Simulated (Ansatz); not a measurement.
BaCu2S2:
```
CELL_PARAMETERS angstrom
     -1.94400     1.94400     6.32064
      1.94400    -1.94400     6.32064
      1.94400     1.94400    -6.32064
ATOMIC_POSITIONS crystal
  Ba 0.00000 0.00000 0.00000
  Cu 0.75000 0.25000 0.50000
  Cu 0.25000 0.75000 0.50000
  S  0.64016 0.64016 0.00000
  S  0.35984 0.35984 0.00000
```

Relaxed with r²SCAN. Independent-particle spectrum: no excitons, no local fields, no scissors shift; 0.1 eV broadening; ε₁ of the summed bands alone.

Tabulate the dielectric function from the program Ansatz at the r²SCAN level (PAW).



```csv
E (eV),ε₁ xx,ε₂ xx,ε₁ zz,ε₂ zz
0.0,8.76,0.00,8.42,0.00
0.4,9.03,0.00,8.53,0.00
0.8,10.52,1.83,8.91,0.01
1.2,7.83,1.89,9.64,0.34
1.6,8.21,1.05,11.09,0.82
2.0,9.61,0.98,11.74,5.79
2.4,10.94,3.67,8.04,5.59
2.8,10.08,5.21,7.35,4.28
3.2,8.34,6.84,8.72,5.09
3.6,6.23,5.21,7.66,6.19
4.0,7.62,4.42,7.42,6.42
4.4,7.53,7.94,5.31,8.00
4.8,4.77,9.14,3.37,5.33
5.2,3.92,7.11,6.24,5.51
5.6,2.92,7.18,3.53,7.92
6.0,2.22,5.37,4.27,7.08
6.4,3.69,5.05,1.67,7.48
6.8,4.54,7.25,1.64,7.08
7.2,2.44,8.99,0.46,7.43
7.6,1.30,9.26,0.72,5.01
8.0,-2.08,7.82,0.95,6.96
8.4,-1.78,5.59,-1.86,5.79
8.8,-1.57,4.66,-0.94,4.49
9.2,-1.08,4.41,-1.57,4.43
9.6,-1.57,4.42,-1.44,3.21
10.0,-1.95,3.46,-1.22,2.92
10.4,-1.82,2.75,-1.14,2.61
10.8,-1.44,2.37,-0.85,2.27
11.2,-1.33,2.05,-0.70,2.23
11.6,-1.21,1.69,-0.70,1.97
12.0,-0.99,1.38,-0.82,1.84
```

From ε at 1.7 eV (xx: 8.44 + 0.94i), find n, k, the normal reflectivity and the absorption coefficient.

n = 2.91, k = 0.162, R = 24 %, α = 2kE/ħc = 28000 cm⁻¹.

With all bands, ε∞ without local fields is 8.88 (xx = yy), 8.54 (zz).

Space group I4/mmm. The first step of the workflow began from a Materials Project structure, measured or hypothetical; the Crystallography Open Database copy checked does not list it. COD files the formula under space group No. 33, 62, so this cell is another polymorph or a model. Its standing as an ambient phase is unchecked. The r²SCAN relaxation kept the symmetry of its start; whether a distortion lowers the energy is not shown. The run is not spin-polarised. Spin–orbit coupling is left out wherever it is not named.

Potentials: the later of the program's two PAW sets.
